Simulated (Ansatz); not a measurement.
La3AlN4, ordered on the wurtzite lattice (Pm) with 8 atoms a cell (it has left that coordination) at its r2SCAN geometry, run in Ansatz 0.2.0 at 2 levels of theory. The calculation is non-magnetic, and the structure need not be a phase that has been made.

The PBE+SOC input:
```yaml
crystal:
  lattice:
    - [5.7668637011, 0.0, 0.079333753]
    - [0.0, 3.7502733648, 0.0]
    - [0.0855056388, 0.0, 6.8752393134]
  atoms:
    - { symbol: Al, position: [0.0032499663, 0.0, 0.6461291046] }
    - { symbol: La, position: [0.0106932385, 0.5, 0.159475005] }
    - { symbol: La, position: [0.5292052205, 0.5, 0.831965635] }
    - { symbol: La, position: [0.5088389378, 0.0, 0.370704829] }
    - { symbol: "N", position: [0.6806321181, 0.0, 0.6775664722] }
    - { symbol: "N", position: [0.5930168765, 0.5, 0.1768768201] }
    - { symbol: "N", position: [0.1027492138, 0.5, 0.7711750563] }
    - { symbol: "N", position: [0.0716144285, 0.0, 0.3661070777] }
kpoints:
  mp_grid: { grid: [4, 8, 4] }
  band_path:
    path:
      - [0.0, 0.0, 0.0]
      - [0.0, -0.5, 0.0]
      - [0.0, -0.5, -0.5]
      - [0.0, 0.0, -0.5]
      - [-0.5, 0.0, -0.5]
      - [-0.5, -0.5, -0.5]
      - [-0.5, -0.5, 0.0]
      - [-0.5, 0.0, 0.0]
    npoints: 1
hamiltonian:
  xc: pbe
scf:
  occupations: { method: fermi_dirac, width: 0.02 }
  n_extra_bands: 12
magnetization:
  noncollinear: true
  spin_orbit: true
output:
  forces: true
  stress: true
  eigenvalues: true
```

Main results, then, where recorded, the levels near the gap in eV from the Fermi energy (columns number the bands from 0), one row a point of the path (Γ, Z, D, B, A, E, C₂, Y₂):
```
Crystal: 8 atoms, lattice volume = 148.668 Å³
Symmetry: 2 space group operations + 2 with time reversal
Magnetic group: BNS 6.19 (UNI 26)
```
```
Basis set: ecut = 420 eV, 2913 PW (Γ)
k-points: 50 of 128 (time reversal used)
SCF 1 converged in 12 iterations: F = -20848.553276 eV  dr2 = 4.35e-8
Free energy (F): -20848.553276 eV
Fermi energy:    10.250580 eV
--- Forces (eV/Å), atoms counted from 1 ---
  atom   1  Al      0.16915      0.00000      0.06484
  atom   2  La    -0.02571      0.00000    -0.01534
  atom   3  La    -0.02398      0.00000      0.03601
  atom   4  La    -0.03011      0.00000    -0.03776
  atom   5  N     -0.21164      0.00000      0.01287
  atom   6  N       0.02378      0.00000    -0.00679
  atom   7  N       0.05350      0.00000      0.10361
  atom   8  N       0.04494      0.00000    -0.15731
--- Stress (GPa, compression-positive) ---
        1.012005       0.000000      -0.047137
        0.000000       1.068663       0.000000
       -0.047127       0.000000       0.972607
  P = ⅓ Tr σ = 1.0178 GPa (10.178 kbar)
```
```tsv
band_50	band_51	band_52	band_53	band_54	band_55	band_56	band_57	band_58	band_59	band_60	band_61
-1.681	-1.681	-1.349	-1.349	-0.958	-0.958	0.368	0.368	1.298	1.298	1.596	1.596
-1.600	-1.600	-1.497	-1.497	-0.623	-0.623	1.178	1.178	1.757	1.757	1.926	1.926
-1.272	-1.272	-0.943	-0.943	-0.368	-0.368	0.891	0.891	1.684	1.684	2.082	2.082
-1.539	-1.539	-1.399	-1.399	-0.987	-0.987	1.014	1.014	1.255	1.255	1.480	1.480
-1.752	-1.752	-1.516	-1.516	-1.346	-1.346	1.412	1.412	1.899	1.899	2.002	2.002
-1.301	-1.301	-1.037	-1.037	-0.636	-0.636	1.570	1.570	2.187	2.187	2.214	2.214
-1.621	-1.621	-1.385	-1.385	-1.123	-1.123	1.488	1.488	2.121	2.121	2.261	2.261
-1.610	-1.610	-1.365	-1.365	-1.133	-1.133	1.053	1.053	1.619	1.619	1.965	1.965
```

With PBE+SOC the valence top lies at D and the conduction bottom at Γ, 0.74 eV higher; the smallest vertical gap, at D, is 1.26 eV.

**Question.** Another run on the same cell gave
```
Basis set: ecut = 420 eV, 2913 PW (Γ)
k-points: 18 of 32 (time reversal used)
SCF 1 stopped early in 6 iterations: F = -20832.587938 eV  dr2 = 1.30e-5
SCF 2 stopped early in 8 iterations: F = -20846.040121 eV  dr2 = 1.24e-5
hybrid outer 1: dexx = +4.901e-2 eV, tail = 1.27e-4 eV
SCF 3 converged in 9 iterations: F = -20846.038487 eV  dr2 = 1.25e-9
hybrid outer 2: dexx = +3.222e-6 eV, tail = 4.04e-8 eV, Δε = 3.83e-3 eV, ΔF = 1.04e-2 eV/Å
SCF 4 converged in 2 iterations: F = -20846.038487 eV  dr2 = 3.66e-10
hybrid outer 3: dexx = +7.664e-10 eV, tail = 7.67e-10 eV, Δε = 1.43e-5 eV, ΔF = 6.08e-5 eV/Å
Free energy (F): -20846.038487 eV
Fermi energy:    9.297759 eV
--- Forces (eV/Å), atoms counted from 1 ---
  atom   1  Al    -0.07921      0.00000    -0.01297
  atom   2  La    -0.09898      0.00000      0.16248
  atom   3  La      0.06086      0.00000    -0.05513
  atom   4  La      0.04281      0.00000    -0.09199
  atom   5  N     -0.15042      0.00000      0.02716
  atom   6  N       0.01762      0.00000      0.02487
  atom   7  N       0.10562      0.00000      0.11940
  atom   8  N       0.10167      0.00000    -0.17382
--- Stress (GPa, compression-positive) ---
       -0.985426       0.000000      -0.046632
        0.000000      -0.412202       0.000000
       -0.046624       0.000000      -0.918082
  P = ⅓ Tr σ = -0.7719 GPa (-7.719 kbar)
```
```tsv
band_25	band_26	band_27	band_28	band_29	band_30
-1.406	-1.077	-0.637	1.682	2.606	3.164
-1.311	-1.223	-0.284	2.472	3.112	3.442
-0.965	-0.630	0.000	2.211	3.050	3.600
-1.194	-1.163	-0.688	2.320	2.705	2.944
-1.478	-1.145	-1.054	2.948	3.554	3.646
-0.940	-0.713	-0.297	2.976	3.755	3.856
-1.365	-1.021	-0.823	2.940	3.718	3.741
-1.331	-0.985	-0.820	2.458	3.256	3.677
```
Which level of theory and mesh gave it?

**Answer.** It is HSE06, judged by the exchange loop and the size of the gap (a near hybrid could fit too), on 4×4×2; the blocks that differ from the first input, but for the band path:
```yaml
kpoints:
  mp_grid: { grid: [4, 4, 2] }
hamiltonian:
  xc: hse06
scf:
  occupations: { method: fixed }
  n_extra_bands: 6
```
(magnetization left out)
With HSE06 the valence top lies at D and the conduction bottom at Γ, 1.68 eV higher; the smallest vertical gap, at D, is 2.21 eV. With the atoms held, the mean pressure is -0.8 GPa (compression positive). (The program warns that its thresholds are loose for a hybrid's stress.)

Small level splittings and stresses of the hybrids carry the error of their coarser meshes.

Totals of different functionals, or with and without spin-orbit coupling, can't be compared.

Only the levels marked +SOC include spin-orbit coupling.
